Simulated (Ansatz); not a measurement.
Rb2SnHgAu4 in Ansatz, settings compared

Input:

```yaml
crystal:
  lattice:
    - [-4.077363, 4.077363, 3.420129]
    - [4.077363, -4.077363, 3.420129]
    - [4.077363, 4.077363, -3.420129]
  atoms:
    - { symbol: Hg, position: [0.0, 0.0, 0.0] }
    - { symbol: Au, position: [0.4297, 0.4297, 0.3422] }
    - { symbol: Au, position: [0.5703, 0.9125, 0.0] }
    - { symbol: Au, position: [0.0875, 0.0875, 0.6578] }
    - { symbol: Au, position: [0.9125, 0.5703, 0.0] }
    - { symbol: Sn, position: [0.5, 0.5, 0.0] }
    - { symbol: Rb, position: [0.0, 0.5, 0.5] }
    - { symbol: Rb, position: [0.5, 0.0, 0.5] }
  symmetry: { tolerance: 0.0003 }
kpoints:
  mp_grid: { grid: [4, 4, 4], shift: [0, 0, 0] }
magnetization:
  spin_polarized: false
scf:
  occupations: { method: methfessel_paxton, width: 0.1637 }
hamiltonian:
  pseudopotentials: { kind: paw }
  xc: pbe
basis:
  ecutwfc: 420
output:
  forces: true
  stress: true
  eigenvalues: true
```

The command:

```bash
ansatz run input.yaml --threads 1 --pin off --max-ram 2560MiB --backend cpu --events-out ev --progress --plain --runs-dir out
```

Origin of the cell: a known structure type with other elements, at an estimated volume, so it need not be a known compound.

Output of this run (shortened):

```
Pseudopotentials: kind: paw
Pseudopotential: Hg, paw, valence charge 20, recommended cutoff 420 eV (normal), Hg.paw.azcp
Pseudopotential: Au, paw, valence charge 19, recommended cutoff 420 eV (normal), Au.paw.azcp
Pseudopotential: Sn, paw, valence charge 14, recommended cutoff 420 eV (normal), Sn.paw.azcp
Pseudopotential: Rb, paw, valence charge 9, recommended cutoff 420 eV (normal), Rb.paw.azcp
Functional definition: PBE
  exchange = pbe_x(kappa = kappa, mu = beta*pi^2/3)
  correlation = pbe_c(beta = beta)
Crystal: 8 atoms, lattice volume = 227.437 Å³
Basis set: ecut = 420 eV, 4455 PW (Γ), exchange–correlation on 90×90×90 points (8 copies of the dense FFT grid, shifted against one another)
Bands: 77, of which v1, the nominal top of the filled ones, is band 64 counted from 1 (63 counted from 0)
Symmetry: 8 space group operations
[… 10 lines left out …]
Initial density: superposition of atomic densities (neutral atoms: chi_scale 0, normalization atom), corrected by the library's trained network
Functional: x = pbe(κ = 0.804, μ = 0.219515), c = pbe(β = 0.066725)
SCF iter   1: F=—  HF=-78968.825455 eV  Δρ=2.18e-3  dr2=2.19e-2  defer=1
SCF iter   2: F=—  HF=-78968.827252 eV  S|Δr|=    0.00e0  Δρ=1.33e-3  dr2=9.74e-3  defer=1
SCF iter   3: F=—  HF=-78968.826207 eV  S|Δr|=    0.00e0  Δρ=5.35e-4  dr2=1.98e-3  defer=1
SCF iter   4: F=—  HF=-78968.825849 eV  S|Δr|=    0.00e0  Δρ=2.14e-4  dr2=1.76e-4  defer=1
SCF iter   5: F=—  HF=-78968.825858 eV  S|Δr|=    0.00e0  Δρ=7.28e-5  dr2=3.90e-5  defer=1
SCF iter   6: F=—  HF=-78968.825637 eV  S|Δr|=    0.00e0  Δρ=3.38e-5  dr2=7.17e-6  defer=1
SCF iter   7: F=—  HF=-78968.825636 eV  S|Δr|=    0.00e0  Δρ=1.45e-5  dr2=1.05e-6  defer=1
SCF iter   8: F=—  HF=-78968.825636 eV  S|Δr|=    0.00e0  Δρ=6.36e-6  dr2=2.81e-7  defer=1
SCF iter   9: F=-78968.825636 eV  HF=-78968.825636 eV  S|Δr|=    0.00e0  Δρ=2.33e-6  dr2=3.25e-8
SCF 1 converged in 9 iterations: F = -78968.825636 eV  dr2 = 3.25e-8
SCF converged after 9 iterations
Stability not checked: this state was not tested for a lower state beside it, because cold or Methfessel-Paxton smearing, or corrected tetrahedra, fill the levels in a way that the test cannot read (fill_not_monotonic; […]
Free energy (F): -78968.825636 eV
Harris-Foulkes:  -78968.825636 eV  (|F-HF|=7.63e-9)
Internal energy: -78968.830276 eV  (E = F + TS)
E sigma→0 (E₀):  -78968.826796 eV
Entropy (-TS):   0.004641 eV (0.580 meV/atom)
Fermi energy:    10.553934 eV
--- Per-component energies (eV) ---
  E_band       = -2214.697984
  E_kinetic    = 3610.265852
  E_local      = -17054.035656  (includes V_loc(G=0)·N_el)
  E_nonlocal   = 678.875102
  E_hartree    = 7305.360022
  E_xc         = -1779.549020
  E_vxc        = -1736.898654  (∫ρ·V_xc dr)
  E_paw        = -58145.786246  (= ΣΔE_a)
  E_vpaw       = -2323.624991  (= ΣTr[D̂ρ^β])
  E_aug_tail   = 0.006581  (compensation charges beyond the density's cutoff)
  E_ewald      = -13583.966913
  E_smearing   = 0.004641  (= −TS)
  Σ components = -78968.825636   (vs F -78968.825636, Δ=0.00e0)
--- Forces (eV/Å), atoms counted from 1 ---
  atom   1  Hg    -0.000000     0.000000     0.000000
[… 2 lines left out …]
  atom   4  Au    -1.172684    -1.172684    -0.019713
  atom   5  Au    -1.172684     1.172684     0.019713
  atom   6  Sn     0.000000    -0.000000     0.000000
  atom   7  Rb     0.000000     0.000000    -0.000000
  atom   8  Rb    -0.000000     0.000000     0.000000
  max |Σ_I F_I| component: 4.63e-16 eV/Å
--- Stress (GPa, compression-positive) ---
        4.581435       0.000000       0.000000
        0.000000       4.581435       0.000000
        0.000000       0.000000       8.700655
  P = ⅓ Tr σ = 5.9545 GPa (59.545 kbar)
```

The same input was run again with these changes:

1. `scf.eigensolver.kind` default → davidson; typed moments: none
2. `kpoints.mp_grid.grid` [4, 4, 4] → [3, 3, 3]; `hamiltonian.hubbard` default → { sites: [{ species: Au, l: d, u_eff: 1.0 }], double_counting: amf }
3. `basis.xc_grid` default → 3; `scf.initial_density.chi_scale` default → 0.1; `kpoints.mp_grid.grid` [4, 4, 4] → [6, 6, 6]

```json
{"run": "base", "end": "converged", "SCF iterations": "9", "P (GPa)": "5.95", "max force component (eV/Å)": "1.173", "moment (μB)": "–", "ΔE(σ→0) (meV/atom)": "0"}
{"run": "1", "end": "converged", "SCF iterations": "8", "P (GPa)": "5.95", "max force component (eV/Å)": "1.173", "moment (μB)": "–", "ΔE(σ→0) (meV/atom)": "0.00"}
{"run": "2", "end": "converged", "SCF iterations": "11", "P (GPa)": "6.19", "max force component (eV/Å)": "1.137", "moment (μB)": "–", "ΔE(σ→0) (meV/atom)": "–"}
{"run": "3", "end": "converged", "SCF iterations": "11", "P (GPa)": "5.89", "max force component (eV/Å)": "1.141", "moment (μB)": "–", "ΔE(σ→0) (meV/atom)": "-0.57"}
```

Energies are compared only where functional, datasets, charge and starting cell are the same.

Not properties of the system: run 2 (too coarse or loose: `kpoints.mp_grid.grid` = [3, 3, 3]).

Caveats of the base run: no spin-orbit coupling, though heavy elements are present; the k mesh is coarse if the cell is a metal; wide smearing.

Time of the base run: 9 s on 1 thread of Intel(R) Xeon(R) 6975P-C (Granite Rapids), on a shared host, peak memory 0.61 GiB, from the program's own first density.
